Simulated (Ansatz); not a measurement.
**33S NMR of the central transition in Ba₂TiS₄**

Cell: a COD entry, ions relaxed with PBE at fixed cell.

Space group Pnma (No. 62); a = 9.0556, b = 6.8540, c = 12.3040 Å.

```
site  Wyckoff  site symmetry       x       y       z
 Ba1       4c            .m.  0.4753  0.2500  0.1735
 Ba5       4c            .m.  0.1324  0.2500  0.9197
  Ti       4c            .m.  0.2276  0.2500  0.5738
 S13       4c            .m.  0.4801  0.2500  0.9076
 S17       4c            .m.  0.3071  0.2500  0.4003
 S21       8d              1  0.1668  0.4901  0.1502
```

One atom of each set is listed.

All values are calculated (Ansatz; DFT, PBE, plane waves and PAW, scalar-relativistic, 420 eV cutoff, Γ-centred 3×4×3 k-points, Fermi–Dirac smearing 0.02 eV), not measured.

33S has I = 3/2 and Q = -69.40 mb (Pyykkö 2018); at 16.4 T its Larmor frequency is ν₀ = 53.7 MHz. Only the quadrupole interaction is simulated: positions count from each site's isotropic chemical shift, and J coupling is left out, as are shift anisotropy and dipolar coupling, which fast spinning averages.

Q: What does the 33S spectrum (fast magic-angle spinning) show for each site?

A: 

```tsv
site	first shell	C_Q (MHz)	η	P_Q (MHz)	δ_QIS (ppm)	breadth (kHz)
S13	1 Ti at 2.25 Å; also 2 Ba at 3.15–3.27 Å	3.20	0.09	3.21	-89.3	10.6
S17	1 Ti at 2.25 Å; also 2 Ba at 3.14–3.18 Å	2.32	0.26	2.35	-47.9	5.87
S21	1 Ti at 2.23 Å; also 3 Ba at 3.23–3.29 Å	3.60	0.19	3.62	-114	13.8
```

δ_QIS = −(ν_Q²/30ν₀²)[I(I+1) − 3/4](1 + η²/3) × 10⁶ ppm with ν_Q = 3|C_Q|/[2I(2I−1)]; it falls as 1/B₀² in ppm, and the breadth as 1/B₀ in kHz.

At S17 and S21 V_zz points along its bond to Ti (within 8°) in each case.
